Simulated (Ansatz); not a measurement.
Input:

TiO:
```yaml
crystal:
  lattice:
    - [4.97828, 0.00000, 0.00000]
    - [-2.48914, 4.31131, 0.00000]
    - [0.00000, 0.00000, 2.86757]
  atoms:
    - { symbol: Ti, position: [0.66667, 0.33333, 0.50000] }
    - { symbol: Ti, position: [0.33333, 0.66667, 0.50000] }
    - { symbol: Ti, position: [0.00000, 0.00000, 0.00000] }
    - { symbol: O, position: [0.60569, 0.60569, 0.00000] }
    - { symbol: O, position: [0.00000, 0.39431, 0.00000] }
    - { symbol: O, position: [0.39431, 0.00000, 0.00000] }
```

This is the r²SCAN-relaxed structure.

### Question
All from plane-wave PAW r²SCAN (Ansatz code), unless another level is named. Give the bulk modulus (Birch–Murnaghan fit).

### Answer
233 GPa.

### Question
Next, the highest zone-centre frequency?

### Answer
589 cm⁻¹.

Space group P-62m. The first step of the workflow began from a Materials Project structure, measured or hypothetical; the Crystallography Open Database copy checked does not list it. COD files the formula under space group No. 12, 225, so this cell is another polymorph or a model. Whether it is the stable phase at ambient conditions was not checked. The r²SCAN relaxation kept the symmetry of its start; of distortions, only those at the zone centre were tested. No spin polarisation was allowed. Without spin polarisation and U, an open-shell compound can come out a false metal. As this level gives no gap, phonon frequencies hold no LO–TO term and depend on the k-mesh and smearing (Fermi–Dirac, 0.1 eV here).

Potentials: the later of the program's two PAW sets.
